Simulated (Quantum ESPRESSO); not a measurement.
Al3SiN3C, input and log of a self-consistent run

Simulated, not a measurement. The program is pw.x of Quantum ESPRESSO 7.5 (plane-wave density functional theory). The cell is made up: 8 atoms on a wurtzite lattice, with randomly drawn elements, strain and displacements, not relaxed. PseudoDojo standard norm-conserving files (v0.5 for PBE, v0.4.1 for LDA and PBEsol) set the functional; there is no spin polarisation, spin-orbit coupling or dispersion term, and the masses in the input are unused placeholders.

Input:

```
&control calculation='scf', pseudo_dir='./dojo.nc.sr.pbe.v0_5.standard.upf', outdir='./o', disk_io='medium', tprnfor=.true., tstress=.true. /
&system ibrav=0, nat=8, ntyp=4, nbnd=22, ecutwfc=84.00895049, nosym=.true., tot_charge=0,
 occupations='smearing', smearing='fd', degauss=0.0018374661
/
&electrons conv_thr=7.350e-09, electron_maxstep=60, /
ATOMIC_SPECIES
Al 1.0 Al.upf
C 1.0 C.upf
N 1.0 N.upf
Si 1.0 Si.upf
CELL_PARAMETERS angstrom
3.2012 -0.0023 0.0258
-0.004 5.4934 -0.0535
0.0421 -0.0504 5.1849
ATOMIC_POSITIONS angstrom
Al 0.0128 -0.0157 -0.011
Si 1.6385 2.7272 -0.0479
Al 1.6355 0.9467 2.6064
Al 0.0098 3.6046 2.6005
N 0.0525 -0.134 1.9614
C 1.5194 2.8891 1.9459
N 1.6809 0.8861 4.5403
N -0.0269 3.5989 4.4466
K_POINTS automatic
5 4 4 1 1 1
```

The log is shortened where brackets say so; the opening notice, blank lines, dates and the lines on written files are dropped, and the path of the files is cut. It prints rydbergs, bohrs and kilobars, and counts compression as positive stress. With no partly filled state, the Fermi energy that it prints is only some level between the filled and the empty states on the mesh, and need not lie in the true gap.

```
     Program PWSCF v.7.5
     Parallel version (MPI & OpenMP), running on       1 processor cores
     Number of MPI processes:                 1
     Threads/MPI process:                     1
     [start-up lines left out]
     bravais-lattice index     =            0
     lattice parameter (alat)  =       6.0496  a.u.
     unit-cell volume          =     615.2070 (a.u.)^3
     number of atoms/cell      =            8
     number of atomic types    =            4
     number of electrons       =        32.00
     number of Kohn-Sham states=           22
     kinetic-energy cutoff     =      84.0090  Ry
     charge density cutoff     =     336.0358  Ry
     scf convergence threshold =      7.3E-09
     mixing beta               =       0.7000
     number of iterations used =            8  plain     mixing
     Exchange-correlation= PBE
                           (   1   4   3   4   0   0   0)
     [axes and pseudopotential details left out]
   Cartesian axes
     site n.     atom                  positions (alat units)
         1        Al     tau(   1) = (   0.0039984  -0.0049043  -0.0034361  )
         2        Si     tau(   2) = (   0.5118226   0.8519026  -0.0149626  )
         3        Al     tau(   3) = (   0.5108854   0.2957232   0.8141680  )
         4        Al     tau(   4) = (   0.0030613   1.1259784   0.8123250  )
         5        N      tau(   5) = (   0.0163996  -0.0418579   0.6126877  )
         6        C      tau(   6) = (   0.4746190   0.9024758   0.6078459  )
         7        N      tau(   7) = (   0.5250672   0.2767934   1.4182655  )
         8        N      tau(   8) = (  -0.0084028   1.1241979   1.3889961  )
     number of k points=    40  Fermi-Dirac smearing, width (Ry)=  0.0018
                       cart. coord. in units 2pi/alat
        k(    1) = (   0.0994349   0.0736675   0.0770873), wk =   0.0500000
        k(    2) = (   0.0981918   0.0751701   0.2314691), wk =   0.0500000
     [further k points left out]
     Dense  grid:    64031 G-vectors     FFT dimensions: (  36,  64,  60)
     Estimated max dynamical RAM per process >      74.11 MB
     Initial potential from superposition of free atoms
     starting charge      31.9920, renormalised to      32.0000
     Starting wfcs are   32 randomized atomic wfcs
     total cpu time spent up to now is        7.7 secs
     per-process dynamical memory:    58.2 Mb
     Self-consistent Calculation
     iteration #  1     ecut=    84.01 Ry     beta= 0.70
     Davidson diagonalization with overlap
     ethr =  1.00E-02,  avg # of iterations =  3.0
     total cpu time spent up to now is       30.1 secs
     total energy              =     -96.04517198 Ry
     estimated scf accuracy    <       2.43007045 Ry
     iteration #  2     ecut=    84.01 Ry     beta= 0.70
     Davidson diagonalization with overlap
     ethr =  7.59E-03,  avg # of iterations =  2.1
     total cpu time spent up to now is       45.3 secs
     total energy              =     -96.56590939 Ry
     estimated scf accuracy    <       2.51535377 Ry
     iteration #  3     ecut=    84.01 Ry     beta= 0.70
     Davidson diagonalization with overlap
     ethr =  7.59E-03,  avg # of iterations =  2.0
     total cpu time spent up to now is       56.9 secs
     total energy              =     -97.06245734 Ry
     estimated scf accuracy    <       0.15710525 Ry
     iteration #  4     ecut=    84.01 Ry     beta= 0.70
     Davidson diagonalization with overlap
     ethr =  4.91E-04,  avg # of iterations =  2.7
     total cpu time spent up to now is       70.3 secs
     total energy              =     -97.09248165 Ry
     estimated scf accuracy    <       0.01450708 Ry
     iteration #  5     ecut=    84.01 Ry     beta= 0.70
     Davidson diagonalization with overlap
     ethr =  4.53E-05,  avg # of iterations = 10.2
     total cpu time spent up to now is       90.8 secs
     total energy              =     -97.09670923 Ry
     estimated scf accuracy    <       0.00368101 Ry
     [iterations 6 to 8 left out]
     iteration #  9     ecut=    84.01 Ry     beta= 0.70
     Davidson diagonalization with overlap
     ethr =  6.74E-08,  avg # of iterations =  3.8
     total cpu time spent up to now is      149.1 secs
     total energy              =     -97.09724858 Ry
     estimated scf accuracy    <       0.00001147 Ry
     iteration # 10     ecut=    84.01 Ry     beta= 0.70
     Davidson diagonalization with overlap
     ethr =  3.58E-08,  avg # of iterations =  2.0
     total cpu time spent up to now is      161.0 secs
     total energy              =     -97.09724949 Ry
     estimated scf accuracy    <       0.00000146 Ry
     iteration # 11     ecut=    84.01 Ry     beta= 0.70
     Davidson diagonalization with overlap
     ethr =  4.57E-09,  avg # of iterations =  2.1
     total cpu time spent up to now is      175.2 secs
     total energy              =     -97.09724977 Ry
     estimated scf accuracy    <       0.00000028 Ry
     iteration # 12     ecut=    84.01 Ry     beta= 0.70
     Davidson diagonalization with overlap
     ethr =  8.69E-10,  avg # of iterations =  2.0
     total cpu time spent up to now is      187.5 secs
     total energy              =     -97.09724985 Ry
     estimated scf accuracy    <       0.00000001 Ry
     iteration # 13     ecut=    84.01 Ry     beta= 0.70
     Davidson diagonalization with overlap
     ethr =  4.43E-11,  avg # of iterations =  4.0
     total cpu time spent up to now is      201.1 secs
     End of self-consistent calculation
          k = 0.0994 0.0737 0.0771 (  7999 PWs)   bands (ev):
    -8.9357  -7.4523  -5.7599  -2.4659   0.0629   0.8051   2.5535   2.8054
     3.5356   4.0642   4.6479   5.2685   6.0407   6.4041   7.6336   7.9377
     9.6963  11.0346  12.4168  13.1384  14.1782  14.6835
     [levels at the other k points left out]
     the Fermi energy is     9.1201 ev
!    total energy              =     -97.09724985 Ry
     estimated scf accuracy    <          4.3E-09 Ry
     smearing contrib. (-TS)   =      -0.00000000 Ry
     internal energy E=F+TS    =     -97.09724985 Ry
     The total energy is F=E-TS. E is the sum of the following terms:
     one-electron contribution =      -1.66841835 Ry
     hartree contribution      =      20.20037438 Ry
     xc contribution           =     -32.54535536 Ry
     ewald contribution        =     -83.08385052 Ry
     convergence has been achieved in  13 iterations
     Forces acting on atoms (cartesian axes, Ry/au):
     atom    1 type  1   force =     0.00474886    0.00919771    0.06367705
     atom    2 type  4   force =    -0.02186957    0.00019039    0.10071349
     atom    3 type  1   force =    -0.00051208   -0.03295600   -0.07810634
     atom    4 type  1   force =    -0.08242138    0.05313196   -0.07204008
     atom    5 type  3   force =    -0.01110074    0.10071011    0.00070415
     atom    6 type  2   force =     0.10455399   -0.13085136   -0.10955873
     atom    7 type  3   force =    -0.00988764    0.04115613    0.02196716
     atom    8 type  3   force =     0.01648858   -0.04057893    0.07264330
     Total force =     0.310756     Total SCF correction =     0.000107
     Computing stress (Cartesian axis) and pressure
          total   stress  (Ry/bohr**3)                   (kbar)     P=      -87.40
  -0.00034397  -0.00018423  -0.00020527          -50.60      -27.10      -30.20
  -0.00018423  -0.00060196   0.00013445          -27.10      -88.55       19.78
  -0.00020527   0.00013445  -0.00083643          -30.20       19.78     -123.04
     init_run     :      7.22s CPU      7.59s WALL (       1 calls)
     electrons    :    182.75s CPU    193.42s WALL (       1 calls)
     forces       :      2.67s CPU      2.73s WALL (       1 calls)
     stress       :     10.47s CPU     10.53s WALL (       1 calls)
     [timing details left out]
     PWSCF        :   3m23.31s CPU   3m34.63s WALL
     JOB DONE.
```

In other units: free energy -1321.075 eV for the cell, pressure -8.74 GPa, largest force component 3.364 eV/Å. A rerun of this cell at 1437 eV and a 7 x 6 x 6 mesh moved values by no more than 0.004 eV in energy, 0.08 GPa in stress and 0.008 eV/Å in force.